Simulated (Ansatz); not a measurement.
Given:

Rb:
```
CELL_PARAMETERS angstrom
     -2.87371     2.87371     2.87371
      2.87371    -2.87371     2.87371
      2.87371     2.87371    -2.87371
ATOMIC_POSITIONS crystal
  Rb 0.00000 0.00000 0.00000
```

This is the r²SCAN-relaxed structure.

Q: All from the program Ansatz at the r²SCAN level (PAW), unless another level is named. Give the Young's modulus.

A: 2.5 GPa.

Q: What about the vibrational entropy at 300 K?

A: 74.6 J/(K·mol of atoms).

Q: Next, the zero-point energy?

A: 5.7 meV/atom.

Space group Im-3m (bcc (W type)). Symmetry was held in the r²SCAN relaxation; phonons on a q-mesh show no instability.

Potentials: the later of the program's two PAW sets.
